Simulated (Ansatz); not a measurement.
The cell below belongs to a search over invented structures; it isn't taken from experiment.

Input and command of a plane-wave DFT calculation in Ansatz:

```yaml
crystal:
  lattice:
    - [-2.63959099, 3.44625684, 4.96828902]
    - [2.63959099, -3.44625684, 4.96828902]
    - [2.63959099, 3.44625684, -4.96828902]
  atoms:
    - { symbol: Al, position: [0.25612904, 0.5, 0.75612904] }
    - { symbol: Al, position: [0.74387096, 0.5, 0.24387096] }
    - { symbol: Ge, position: [0.83223454, 0.83223454, 0.0] }
    - { symbol: Ge, position: [0.16776546, 0.16776546, 0.0] }
    - { symbol: Sb, position: [0.0, 0.0, 0.0] }
    - { symbol: Sb, position: [0.5, 0.0, 0.5] }
    - { symbol: H, position: [0.0, 0.5, 0.5] }
    - { symbol: H, position: [0.78397833, 0.0, 0.78397833] }
    - { symbol: H, position: [0.21602167, 0.0, 0.21602167] }
    - { symbol: H, position: [0.5, 0.5, 0.0] }
basis:
  ecutwfc: 420
kpoints:
  mp_grid: { grid: [3, 3, 3] }
hamiltonian:
  xc: pbe
scf:
  occupations: { method: gaussian, width: 0.15 }
  lower_state_search: "off"
output:
  forces: true
  stress: true
  eigenvalues: true
relax:
  adjacent_minimum: "off"
  f_tol: 0.08
  max_steps: 16
  cell: { stress_tol: 0.8 }
```

```bash
ansatz run input.yaml --threads 1 --pin off --max-ram 2560MiB --backend cpu --events-out ev --progress --plain --runs-dir out
```

Processor: Arm Neoverse V1, 1 thread, on a host shared with other jobs.

Question: How long does it run, and how much memory does it take?

Answer: About 63 s, peak memory 0.47 GiB. It solves 44 bands at 8 k points (after reduction by symmetry) with about 3935 plane waves (on the last cell), in 75 SCF iterations over 11 ionic steps.
